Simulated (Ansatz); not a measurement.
A geometry of O₂ away from equilibrium: step 2 of the relaxation of a generated trial cell of O2 in the AFLOW prototype A_mC4_12_i. These are r2SCAN (plane waves to 500 eV, PAW, scalar-relativistic; Ansatz, a first-principles code) values and carry that method's errors. Γ-centred k-mesh 8×8×6 on the run's cell (coarser than for final values), Fermi–Dirac smearing 0.05 eV. The plane waves were selected for a different cell earlier on the path.

```yaml
crystal:
  lattice:
    - [2.74655, -1.72985, 0.00317]
    - [2.74655, 1.72985, 0.00317]
    - [-2.01213, 0.00000, 3.77026]
  atoms:
    - { symbol: O, position: [0.93155, 0.93155, 0.83669] }
    - { symbol: O, position: [0.06845, 0.06845, 0.16331] }
```
Spin-polarised start, with parallel moments on O.

Give the Cartesian forces on all atoms (eV/Å).


```csv
atom,Fx,Fy,Fz
O1,0.14,0.00,2.04
O2,-0.14,0.00,-2.04
```

The path ends in C2/m (No. 12) (AFLOW prototype A_mC4_12_i (as in O2)). Spin state reached: ferromagnetic (net 1.00 μB/atom), from parallel starting moments; other spin orders were not run from this start. One molecule in the cell forces parallel spins. Without a van der Waals term the distances between weakly bound units are poorly fixed.

The run could not lose the symmetry of its start.
